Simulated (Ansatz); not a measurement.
In PBE (plane waves, PAW; program Ansatz), Si3P4 in the cubic phase (Fd-3m; Si on 16c, Si on 8b, P on 32e) relaxes to a = 9.897 Å. Si on 16c has 6 nearest neighbours from 2.38 Å (octahedral); Si on 8b has 4 nearest neighbours from 2.31 Å (tetrahedral). Against the elements it lies at -0.006 eV/atom, with no fitted shifts.

Electronic character: metallic (no gap).

The bulk modulus is 100 GPa.

The start of the workflow was typed in or built on a structure type; neither database checked (COD, Materials Project) lists it. Its standing as an ambient phase is unchecked. The PBE relaxation kept the symmetry of its start; its stability against distortions is not shown here. The references are the lowest solids computed at this level, not always the standard phases.

Potentials: the earlier of the program's two PAW sets.
